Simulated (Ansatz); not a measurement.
## Run times of several calculations on CuI

Cell: 2 atoms, space group F-43m, a = 4.287 Å, b = 4.287 Å, c = 4.287 Å, α = 60.00°, β = 60.00°, γ = 60.00°.

All runs are DFT with Ansatz 0.2.0 on 1 thread of Arm Neoverse V2 (aarch64; 8 cores open to the job, memory cap 3.0 GiB, no GPU), a shared host.

(1) Rank the runs by wall time, shortest first.
A. dielectric tensor by linear response, PBE, 420 eV, 8×8×8 k-points, fixed occupations
B. relaxation of the ions, PBE, 420 eV, 8×8×8 k-points, smearing 0.02 eV
C. core holes on 2 sites, PBE, 420 eV, 3×3×3 k-points, fixed occupations, 16 atoms

Results:

(1) B (6.4 s, 0.41 GiB), A (40 s, 0.64 GiB), C (3.8 min, 1.2 GiB).
